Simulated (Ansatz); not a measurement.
Here is the system:

Mg2Si:
```cif
data_Mg8Si4
_chemical_formula_sum 'Si4 Mg8'
_space_group_name_H-M_alt 'Fm-3m'
_space_group_IT_number 225
_space_group_name_Hall '-F 4 2 3'
_cell_length_a 6.26006
_cell_length_b 6.26006
_cell_length_c 6.26006
_cell_angle_alpha 90.000
_cell_angle_beta 90.000
_cell_angle_gamma 90.000
loop_
_atom_site_label
_atom_site_type_symbol
_atom_site_symmetry_multiplicity
_atom_site_Wyckoff_symbol
_atom_site_fract_x
_atom_site_fract_y
_atom_site_fract_z
_atom_site_occupancy
Si1 Si 4 a 0.00000 0.00000 0.00000 1
Mg1 Mg 8 c 0.25000 0.25000 0.25000 1
```
(The calculation used a cell of 3 atoms; values per cell refer to that cell.)

This is the LDA-relaxed structure.

### Question
All from DFT-LDA in the program Ansatz with PAW potentials, unless another level is named. Predict the Young's modulus.

### Answer
115 GPa.

### Question
Give the vibrational entropy at 300 K.

### Answer
25.6 J/(K·mol of atoms).

### Question
Next, the highest zone-centre frequency (without LO–TO term)?

### Answer
287 cm^-1.

### Question
Predict the elastic constants (relaxed ions, GPa).

### Answer
C11 = 124, C12 = 26.6, C44 = 49.0.

The LDA relaxation kept the symmetry of its start; phonons on a q-mesh show no instability.

Potentials: the later of the program's two PAW sets.
